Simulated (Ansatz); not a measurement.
Sr (fcc (Cu type), Fm-3m) under volume change, the program Ansatz at the PBEsol level (PAW), scaled uniformly.

```tsv
V (Å³/atom)	E − E(relaxed) (meV/atom)	P (GPa)
47.188	?	?
48.744	8.1	0.87
50.300	?	?
51.855	0.0	0.00
53.411	1.7	-0.35
54.967	6.6	-0.65
56.522	14.3	-0.92
```

### Question
What belongs in the gaps?

### Answer

- 50.300, E − E(relaxed) (meV/atom): 1.9
- 50.300, P (GPa): 0.41
- 47.188, E − E(relaxed) (meV/atom): 19.1
- 47.188, P (GPa): 1.41

### Question
What does a third-order Birch–Murnaghan fit give for V₀, B₀ and B′?

### Answer
V₀ = 51.86 Å³/atom, B₀ = 12.5 GPa, B′ = 3.7.

The cell was relaxed with PBEsol under the symmetry of its start. Scalar-relativistic: spin–orbit coupling is off unless named, which matters more the heavier the elements.

Potentials: the earlier of the program's two PAW sets. The files were generated under PBE; for other functionals the program regenerates the frozen cores, and for LDA and PBEsol the local potential too.
